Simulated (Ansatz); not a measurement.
PbS (rock salt)

```yaml
crystal:
  lattice:
    - [0.00000, 3.00445, 3.00445]
    - [3.00445, 0.00000, 3.00445]
    - [3.00445, 3.00445, 0.00000]
  atoms:
    - { symbol: S, position: [0.00000, 0.00000, 0.00000] }
    - { symbol: Pb, position: [0.50000, 0.50000, 0.50000] }
```

E(V) scan at fixed shape, V₀ the volume above. Symmetry pins the atoms to their sites.

These are PBE (plane waves to 420 eV, PAW, scalar-relativistic; Ansatz, a first-principles code) values and carry that method's errors. k mesh 10×10×10 (Γ-centred), Fermi-Dirac smearing 0.05 eV. The energy includes the smearing's −TS. Compression counts positive. PbS was relaxed with its symmetry unable to fall. Spin-orbit coupling is left out, though Pb is heavy. ΔE is measured from the relaxed starting cell.

```tsv
V (Å³/atom)	ΔE (meV/atom)
24.408	53.8
24.860	36.2
25.312	22.4
25.764	12.2
26.217	5.3
26.668	1.3
27.120	0.0
27.573	1.2
28.024	4.7
28.476	10.2
28.929	17.7
29.380	withheld
29.832	37.7
```

**Question.** Fit a third-order Birch-Murnaghan form (E₀, V₀, B₀, B₀′ free) to the given rows and predict ΔE at V = 29.380.

**Answer.** Least squares on the 12 given rows: ΔE = E₀ + (9V₀B₀/16)·y²·[2 + (B₀′ − 4)y], y = (V₀/V)^(2/3) − 1, with V₀ = 27.121 Å³/atom, B₀ = 52.74 GPa (160.2 GPa = 1 eV/Å³; the term in eV is multiplied by 1000), B₀′ = 4.31, E₀ = 0.00 meV/atom; root-mean-square residual 0.02 meV/atom. At 29.380 the fit gives 26.9 meV/atom; the calculation gives 26.9 meV/atom, the same to the digits shown. For the pressure the fit gives -3.55 GPa against the computed -3.55 GPa.

(A scan under strain: stresses follow from slopes of the energy per volume, elastic moduli from its curvatures.)
